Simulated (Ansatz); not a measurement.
Input file for Ansatz (a first-principles code):

Ansatz 0.2 input:
```yaml
crystal:
  lattice:
    - [2.128178676, 1.2287045315, 7.0225862206]
    - [-2.128178676, 1.2287045315, 7.0225862206]
    - [0.0, -2.457409063, 7.0225862206]
  atoms:
    - { symbol: Mg, position: [0.990544247, 0.990544247, 0.990544247] }
    - { symbol: Mg, position: [0.5104889761, 0.5104889761, 0.5104889761] }
    - { symbol: Te, position: [0.1224550879, 0.1224550879, 0.1224550879] }
    - { symbol: S, position: [0.626484689, 0.626484689, 0.626484689] }
kpoints:
  mp_grid: { grid: [6, 6, 6] }
hamiltonian:
  xc: hse06
  pseudopotentials: { kind: paw }
scf:
  n_extra_bands: 6
  occupations: { method: fixed }
output:
  eigenvalues: true
  eigenstates:
    e_range: [-9.0, 10.1]
    kpoints:
      - [0.0, 0.0, 0.0]  # VBM
      - [0.0, 0.0, 0.0]  # CBM
      - [0.0, 0.0, 0.0]  # GAMMA
      - [0.5, 0.5, 0.5]  # T
      - [0.5, 0.0, 0.0]  # L
      - [0.5, 0.0, 0.5]  # F
      - [0.3435375461, -0.3435375461, 0.0]  # S_0
      - [0.6564624539, 0.0, 0.3435375461]  # S_2
      - [0.5, -0.1870750922, 0.1870750922]  # H_0
      - [0.8129249078, 0.1870750922, 0.5]  # H_2
```

Output (shortened):

```
basis.fft_grid_basis auto: the FFT boxes are laid along the combinations [[1, 0, -1], [0, 1, -1], [0, 0, 1]] of the cell's own vectors, 4.256, 4.256 and 7.440 …
Pseudopotential: Mg, paw, valence charge 10
Pseudopotential: Te, paw, valence charge 16
Pseudopotential: S, paw, valence charge 6
Functional definition: HSE06
davidson cushion auto → on  (no smearing: the cushion is to keep the highest requested band from converging to the state above it …
Crystal: 4 atoms, lattice volume = 110.180 Å³
Basis set: ecut = 420 eV, 2135 PW (Γ), FFT grids on a1−a3, a2−a3, a3
Bands: 27, of which v1, the nominal top of the filled ones, is band 21 counted from 1 (20 counted from 0)
Symmetry: 6 space group operations
Space group: R3m (ITA 160), of the structure as read, at distance tolerance 4.8e-5 Å
k-points: 32 of 216 (time reversal used)
SCF iter   1: F=—  HF=-11733.965782 eV  |F-HF|=—  |Δ(HF+E_count)|=         —  Δρ=9.66e-4  dr2=2.98e-3  ethr=1.77e-3  ⟨swp⟩=11.8  Hψ=4397  notcnv=0
preconditioner: auto → none
SCF iter   2: F=—  HF=-11733.965299 eV  |F-HF|=—  |Δ(HF+E_count)|=   4.82e-4  Δρ=4.58e-4  dr2=4.76e-4  ethr=7.10e-6  ⟨swp⟩=5.1  Hψ=2931  notcnv=0  defer=1
iter 3 solved again at ethr=1.11e-7 eV; its pass at ethr=1.13e-6 eV (dr2=4.66e-5 eV) is discarded
SCF iter   3: F=-11733.965241 eV  HF=-11733.965223 eV  |F-HF|=1.80e-5  |Δ(HF+E_count)|=   7.61e-5  Δρ=1.86e-4  dr2=4.70e-5  ethr=1.11e-7  ⟨swp⟩=2.9  Hψ=4299  notcnv=0
SCF 1 stopped early in 3 iterations: F = -11733.965241 eV  dr2 = 4.70e-5
Crystal: 4 atoms, lattice volume = 110.180 Å³
Exchange kernel: α = 0.2500, screened, ω = 0.2079 Å⁻¹, Wigner–Seitz truncation, v(0) = 1046.8742 eV·Å³, q-mesh 6×6×6, nearest image of the exchange supercell L …
Frozen-core exchange: fock
SCF iter   1: F=—  HF=-11739.930875 eV  |F-HF|=—  |Δ(HF+E_count)|=         —  Δρ=3.31e-3  dr2=7.18e-3  ethr=1.12e-6  ⟨swp⟩=8.5  Hψ=4481  notcnv=0
preconditioner: auto → none
SCF iter   2: F=—  HF=-11739.927112 eV  |F-HF|=—  |Δ(HF+E_count)|=   3.76e-3  Δρ=1.26e-3  dr2=1.63e-3  ethr=1.12e-6  ⟨swp⟩=4.0  Hψ=3052  notcnv=0
SCF iter   3: F=—  HF=-11739.926851 eV  |F-HF|=—  |Δ(HF+E_count)|=   2.62e-4  Δρ=3.11e-4  dr2=7.81e-4  ethr=1.12e-6  ⟨swp⟩=3.6  Hψ=2616  notcnv=0
SCF iter   4: F=—  HF=-11739.931960 eV  |F-HF|=—  |Δ(HF+E_count)|=   5.11e-3  Δρ=3.90e-4  dr2=1.36e-4  ethr=7.09e-7  ⟨swp⟩=4.1  Hψ=3234  notcnv=0
SCF iter   5: F=—  HF=-11739.931931 eV  |F-HF|=—  |Δ(HF+E_count)|=   2.89e-5  Δρ=5.78e-5  dr2=1.04e-5  ethr=3.03e-7  ⟨swp⟩=3.0  Hψ=2218  notcnv=0
SCF iter   6: F=—  HF=-11739.932000 eV  |F-HF|=—  |Δ(HF+E_count)|=   6.94e-5  Δρ=5.06e-5  dr2=6.86e-6  ethr=6.51e-9  ⟨swp⟩=4.9  Hψ=3259  notcnv=0
SCF iter   7: F=-11739.931999 eV  HF=-11739.931999 eV  |F-HF|=2.65e-7  |Δ(HF+E_count)|=   1.47e-6  Δρ=1.14e-5  dr2=5.02e-7  ethr=6.51e-9  ⟨swp⟩=4.0  Hψ=2478  notcnv=0
SCF 2 stopped early in 7 iterations: F = -11739.931999 eV  dr2 = 5.02e-7
hybrid outer 1: dexx = +5.737e-3 eV, tail = 8.63e-5 eV
Crystal: 4 atoms, lattice volume = 110.180 Å³
Exchange kernel: α = 0.2500, screened, ω = 0.2079 Å⁻¹, Wigner–Seitz truncation, v(0) = 1046.8742 eV·Å³, q-mesh 6×6×6, nearest image of the exchange supercell L …
Frozen-core exchange: fock
SCF iter   1: F=—  HF=-11739.931926 eV  |F-HF|=—  |Δ(HF+E_count)|=         —  Δρ=3.07e-5  dr2=1.33e-6  ethr=1.03e-6  ⟨swp⟩=2.3  Hψ=1932  notcnv=0
preconditioner: auto → none
iter 2 solved again at ethr=1.98e-10 eV; its pass at ethr=3.06e-9 eV (dr2=8.31e-8 eV) is discarded
SCF iter   2: F=—  HF=-11739.931925 eV  |F-HF|=—  |Δ(HF+E_count)|=   4.86e-7  Δρ=1.04e-5  dr2=1.29e-7  ethr=1.98e-10  ⟨swp⟩=2.1  Hψ=4810  notcnv=0
SCF iter   3: F=-11739.931925 eV  HF=-11739.931925 eV  |F-HF|=4.33e-9  |Δ(HF+E_count)|=   8.73e-9  Δρ=4.78e-6  dr2=3.52e-8  ethr=1.98e-10  ⟨swp⟩=3.0  Hψ=2261  notcnv=0
SCF 3 converged in 3 iterations: F = -11739.931925 eV  dr2 = 3.52e-8
hybrid outer 2: dexx = +2.347e-7 eV, tail = 9.51e-8 eV, Δε = 2.05e-3 eV (about 1.68e-4 eV left of the loop's levels)
NSCF: frozen V_eff on 10 k-points
hybrid SCF converged: 2 outer / 10 inner (+3 warm-up), last move |dexx| = 2.35e-7 eV, tail = 9.51e-8 eV
Stability not checked (fock_operator)
Free energy (F): -11739.931926 eV
Frozen-core exchange: fock
Harris-Foulkes:  -11739.931926 eV  (|F-HF|=4.33e-9)
Internal energy: -11739.931926 eV  (E = F + TS)
E sigma→0 (E₀):  -11739.931926 eV
Fermi energy:    4.412535 eV
--- Per-component energies (eV) ---
  E_band       = -1136.390921
  E_kinetic    = 440.271251
  E_local      = -5230.602576  (includes V_loc(G=0)·N_el)
  E_nonlocal   = -93.323804
  E_hartree    = 2284.561018
  E_xc         = -226.578186
  E_vxc        = -215.857662  (∫ρ·V_xc dr)
  E_exx        = -159.560274  (= α·E_x^exact, valence–valence)
  E_paw        = -5748.130739  (= ΣΔE_a)
  E_vpaw       = -286.881311  (= ΣTr[D̂ρ^β])
  E_aug_tail   = -0.000187  (compensation charges beyond the density's cutoff)
  E_ewald      = -3006.224608
  E_core_change = -0.343820  (= ΣΔE_core)
  E_smearing   =  0.000000  (= −TS)
  E_closure    =  0.000000  (closes the sum)
  Σ components = -11739.931926   (vs F -11739.931926, Δ=-1.82e-12)
  [band-id]    e_kinetic+e_local+e_nonlocal+2·e_hartree+e_vxc+2·e_exx+e_vpaw+e_augmentation_tail = -1136.392801   (vs E_band -1136.390921, Δ=-1.88e-3)
--- Band table (eV; the first three rows and the last of 32) ---
  k-point 0: bands = ["-76.4517", "-75.7335", "-41.3624", "-41.3371", "-41.3371", "-40.6346", "-40.6346", "-40.6092", "-33.1444", "-33.1340", "-33.1340", "-33.1076", "-33.1076", "-9.2602", "-6.9519", "-0.1834", "2.1614", "2.1614", "3.2804", "4.4125", …
  k-point 1: bands = ["-76.4517", "-75.7335", "-41.3624", "-41.3374", "-41.3372", "-40.6349", "-40.6347", "-40.6092", "-33.1442", "-33.1341", "-33.1340", "-33.1076", "-33.1072", "-9.1702", "-6.8091", "0.0483", "1.4883", "2.0382", "3.0962", "3.2400", "4.1338", …
  k-point 2: bands = ["-76.4516", "-75.7335", "-41.3623", "-41.3379", "-41.3374", "-40.6353", "-40.6349", "-40.6092", "-33.1438", "-33.1345", "-33.1339", "-33.1076", "-33.1064", "-8.9791", "-6.4842", "0.3714", "0.7529", "1.5456", "1.8135", "2.7300", "3.6678", …
  k-point 31: bands = ["-76.4517", "-75.7335", "-41.3624", "-41.3371", "-41.3371", "-40.6346", "-40.6346", "-40.6093", "-33.1444", "-33.1340", "-33.1340", "-33.1076", "-33.1076", "-9.2278", "-7.0465", "1.0013", "1.4563", "2.1710", "2.1710", "4.3728", …
```

Cost: around 11 core-minutes (rough) on shared cores.

The points marked VBM and CBM come from a semilocal run.

The first step of the workflow began from a Materials Project structure, measured or hypothetical; the Crystallography Open Database copy checked does not list it. Whether it is the stable phase at ambient conditions was not checked. The PBEsol relaxation kept the symmetry of its start; its stability against distortions is not shown here. Scalar-relativistic: spin–orbit coupling is off unless named, which matters more the heavier the elements.

Potentials: the later of the program's two PAW sets.

Ansatz is a plane-wave DFT program.
